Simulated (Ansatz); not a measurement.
SiC (wurtzite)

```xyz
8
Lattice="6.1838 0.0000 0.0000 -1.5460 2.6777 0.0000 0.0000 0.0000 5.0742" Properties=species:S:1:pos:R:3 pbc="T T T"
Si     1.5460     0.8926     0.0026
Si     4.6379     0.8926     0.0026
Si     0.0000     1.7851     2.5397
Si     3.0919     1.7851     2.5397
C      1.5460     0.8926     3.1698
C      4.6379     0.8926     3.1698
C      0.0000     1.7851     0.6327
C      3.0919     1.7851     0.6327
```

The atoms are displaced by Q × the pattern below (from a DFPT mode at M = (0.5, 0.0, 0.0), largest move 1; Q in Å), at fixed cell. (q is in reciprocal vectors of the primitive cell; the cell shown is doubled to hold the pattern.)

| atom | x | y | z |
|---|---|---|---|
| Si1 | 0.027 | 0.016 | -0.158 |
| Si2 | -0.027 | -0.016 | 0.158 |
| Si3 | 0.027 | 0.016 | 0.158 |
| Si4 | -0.027 | -0.016 | -0.158 |
| C5 | -0.818 | -0.472 | 0.328 |
| C6 | 0.818 | 0.472 | -0.328 |
| C7 | -0.818 | -0.472 | -0.328 |
| C8 | 0.818 | 0.472 | 0.328 |

All values below come from PBE (plane waves to 420 eV, PAW, scalar-relativistic; Ansatz, an electronic-structure program). k mesh 6×12×7 (Γ-centred), Fermi-Dirac smearing 0.05 eV. The energy includes the smearing's −TS. Compression counts positive. SiC was relaxed with its symmetry unable to fall. The PAW data are Ansatz's earlier set. ΔE is measured from the undisplaced structure.

Q: Estimate the ΔE (eV/cell) and P (GPa) for Q (Å) = -0.100, -0.083, -0.067, 0.017, 0.033, 0.067, 0.083, 0.100.

A: 
| Q (Å) | ΔE (eV/cell) | P (GPa) |
|---|---|---|
| -0.100 | 0.655 | 2.17 |
| -0.083 | 0.454 | 1.51 |
| -0.067 | 0.291 | 0.96 |
| 0.017 | 0.018 | 0.06 |
| 0.033 | 0.072 | 0.24 |
| 0.067 | 0.291 | 0.96 |
| 0.083 | 0.454 | 1.51 |
| 0.100 | 0.655 | 2.17 |

(A displaced cell: forces are minus the slopes of the energy, force constants its curvatures, and phonons follow from these.)
